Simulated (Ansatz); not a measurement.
BRu:
```yaml
crystal:
  lattice:
    - [2.69375, 0.00000, 0.00000]
    - [0.00000, 2.69375, 0.00000]
    - [0.00000, 0.00000, 2.69375]
  atoms:
    - { symbol: Ru, position: [0.00000, 0.00000, 0.00000] }
    - { symbol: B, position: [0.50000, 0.50000, 0.50000] }
```

Relaxed with PBE. Special points in fractions of this cell's reciprocal vectors: Γ (0.000, 0.000, 0.000); X (0.000, 0.500, 0.000); M (0.500, 0.500, 0.000); R (0.500, 0.500, 0.500).

**Question.** List the band energies nearest the Fermi level at these points for the program Ansatz at the PBE with spin–orbit coupling level (PAW).

**Answer.** In eV from the Fermi level; about four levels below and three above (degenerate sets whole), none deeper than 8.9 eV; points with the same levels are listed once.

| k | below | above |
|---|---|---|
| Γ | -4.99 -4.99 -4.99 -4.99 | 0.35 0.35 0.35 0.35 |
| X | -2.99 -2.99 -2.88 -2.88 | 0.72 0.72 2.71 2.71 |
| M | -1.44 -1.44 -1.32 -1.32 | 2.16 2.16 5.00 5.00 |
| R | -7.09 -7.09 -1.68 -1.68 | 2.29 2.29 2.29 2.29 |

Space group Pm-3m (CsCl type). The cell is a constructed one: a structure type filled with these elements; neither database checked (COD, Materials Project) lists it. Its standing as an ambient phase is unchecked. Symmetry was held in the PBE relaxation; its stability against distortions is not shown here. The run is not spin-polarised.

Potentials: the earlier of the program's two PAW sets.
